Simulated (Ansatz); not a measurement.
AlGaN$_{2}$:
```
AlGaN2
1.0
    3.14342     0.00000     0.00000
   -1.57171     2.72228     0.00000
    0.00000     0.00000     5.09288
Al Ga N
1 1 2
Direct
  0.00000   0.00000   0.99930
  0.66667   0.33333   0.49730
  0.66667   0.33333   0.11220
  0.00000   0.00000   0.62759
```

Relaxed with r²SCAN.

Tabulate the valence density and the electron localisation function along the shortest Al–N contact (1.89 Å), r²SCAN (plane waves, PAW; program Ansatz).



| distance from Al (Å) | density (e/Å³) | ELF |
|---|---|---|
| 0.19 | 0.06 | 0.02 |
| 0.28 | 0.06 | 0.01 |
| 0.38 | 0.08 | 0.01 |
| 0.47 | 0.12 | 0.02 |
| 0.57 | 0.18 | 0.23 |
| 0.66 | 0.28 | 0.56 |
| 0.76 | 0.40 | 0.78 |
| 0.85 | 0.54 | 0.86 |
| 0.95 | 0.70 | 0.89 |
| 1.04 | 0.90 | 0.90 |
| 1.14 | 1.18 | 0.90 |
| 1.23 | 1.56 | 0.89 |
| 1.33 | 2.08 | 0.86 |
| 1.42 | 2.71 | 0.80 |
| 1.51 | 3.31 | 0.66 |
| 1.61 | 3.68 | 0.41 |
| 1.70 | 3.73 | 0.18 |

The density is the valence pseudo-density with augmentation charge, so density and ELF within about 1 Å of a nucleus are not all-electron values.

Space group P3m1. The first step of the workflow began from a Materials Project structure, measured or hypothetical; the Crystallography Open Database copy checked does not list it. With Al and Ga taken as one species the cell has the higher symmetry P6_3mc, so it may be an ordered model of a mixed-site phase. Its standing as an ambient phase is unchecked. Symmetry was held in the r²SCAN relaxation; whether a distortion lowers the energy is not shown.

Potentials: the later of the program's two PAW sets.
